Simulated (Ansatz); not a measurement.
# Phonons of MgSc (Pm-3m)

```yaml
crystal:
  lattice:
    - [3.56425, 0.00000, 0.00000]
    - [0.00000, 3.56425, 0.00000]
    - [0.00000, 0.00000, 3.56425]
  atoms:
    - { symbol: Mg, position: [0.00000, 0.00000, 0.00000] }
    - { symbol: Sc, position: [0.50000, 0.50000, 0.50000] }
```

Conventional cell: a = 3.564 Å, b = 3.564 Å, c = 3.564 Å, α = 90.00°, β = 90.00°, γ = 90.00°. Mg (atom 1) has 8 Sc at 3.09 Å as nearest neighbours. Around Sc (atom 2) lie 8 Mg at 3.09 Å.

Level of theory, where no other is named: PBEsol, all-electron LAPW in Ansatz 0.2.0, scalar-relativistic. k mesh 12×12×12, Fermi-Dirac smearing of 0.100 eV, basis error target 0.5 meV/atom. The cell was relaxed by PAW under this functional. This phase needn't be the one found at ambient conditions.

Atoms are displaced by 0.01 Å in the smallest supercells that hold the wave vectors of a 2×2×2 mesh. Negative values stand for unstable modes.

(1) What are the phonon energies at the solved wave vectors, in cm⁻¹?

(2) Is the structure dynamically stable at these wave vectors?

(3) How do the optical zone-centre modes decompose, and which are active?

(4) How well do frozen-core PAW files reproduce these all-electron values?

(5) The cell is scaled evenly to 44.601 and 45.959 Å³ (from 45.280), with free atoms relaxed and the shape held. What are the mode Grüneisen parameters γ = −d ln ω/d ln V?

Results:

(1) 

| q | point | modes (cm⁻¹) |
| --- | --- | --- |
| 0.000 0.000 0.000 | Gamma | 264.3 (×3) |
| 0.500 0.000 0.000 | X | 138.4, 162.3 (×2), 208.6, 222.0 (×2) |
| 0.500 0.500 0.000 | M | 68.9 (×2), 134.6, 233.4, 251.1 (×2) |
| 0.500 0.500 0.500 | R | 176.8 (×3), 216.3 (×3) |

(2) Yes, no mode is unstable there; wave vectors off this mesh aren't tested.

(3) Point group m-3m: Γ_opt = T1u.

| label | cm⁻¹ | activity | mostly |
| --- | --- | --- | --- |
| T1u | 264.3 | IR | Mg (65 %) |

In a metal the activity is that of symmetry alone; free carriers screen the infrared modes.

(4) With a cutoff of 420 eV and displacements of 0.0025 Å, the r.m.s. difference over the modes is 0.0 cm⁻¹; the largest difference is 208.5 (PAW) against 208.6 cm⁻¹ (LAPW).

(5) For the highest mode, 269.6 cm⁻¹ in the small cell and 259.1 in the large one give γ ≈ 1.32. From the change of the dynamical matrix on each mode:

| point | cm⁻¹ | γ |
| --- | --- | --- |
| Gamma | 264.3 | 1.32 |
| X | 138.4 | 1.72 |
| X | 162.3 | 1.06 |
| X | 208.6 | 1.36 |
| X | 222.0 | 1.17 |
| M | 68.9 | 1.37 |
| M | 134.6 | 0.56 |
| M | 233.4 | 1.12 |
| M | 251.1 | 1.58 |
| R | 176.8 | 1.86 |
| R | 216.3 | 1.41 |

Weighted by the modes' heat capacities at 300 K, the mean on this mesh is 1.31; it moves with the q mesh, and a coarse one overweights the zone boundary.

Keep in mind: responses of metals move with mesh and smearing; the frozen-core PAW files of the compared runs were fitted under PBE, their cores solved anew for this functional.
